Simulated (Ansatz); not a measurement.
**Pb: strain energy, fitted**

Pb, P6_3/mmc, a = 3.487 Å, c = 11.388 Å. This isn't the element's structure at ambient conditions. Ansatz: PBEsol, PAW, 420 eV, Γ-centred 18×18×6 mesh on 4 atoms, Gaussian smearing 0.10 eV; no spin polarisation. Series: biaxial strain in the a-b plane, c and atoms relaxed; x is the strain in per cent. y is the free energy over the unstrained cell, V0 = 29.979 Å³/atom.

```tsv
x (%)	y (meV/atom)
-4.5	?
-3.0	11.49
-1.5	0.97
0.0	0.00
1.5	5.16
3.0	13.08
4.5	23.76
```

Fit y = c2 x² + c3 x³ to the other rows, turn c2 into a modulus, and predict the missing energy.

Least squares on the rows shown. y = 1.2681 x² − 0.012045 x³. In eV per unit strain² c2 is 12.68; M is the biaxial modulus (E = M V0 ε²): 12.68 × 160.2 / (29.979) = 68 GPa. With a term in x⁴ added, the coefficient of x² becomes 1.610, 27 % more, which shows how far this figure hangs on the form. At x = -4.5 the fit asked for gives 26.78 meV/atom. The run gave 31.87 meV/atom, so the fit is 5.09 meV/atom too low, 16 % of the span of the series, against an rms of 1.67 meV/atom on the fitted rows. The row lies outside the fitted range. With a term in x⁴ added, a fit to the same known rows predicts 17.40 meV/atom, further off still.

Spin–orbit coupling is left out, which can shift energies with elements as heavy as these.

Cost: 7 runs of about 6 core-minutes in all, on Intel Xeon 6975P-C (Granite Rapids) (shared hosts).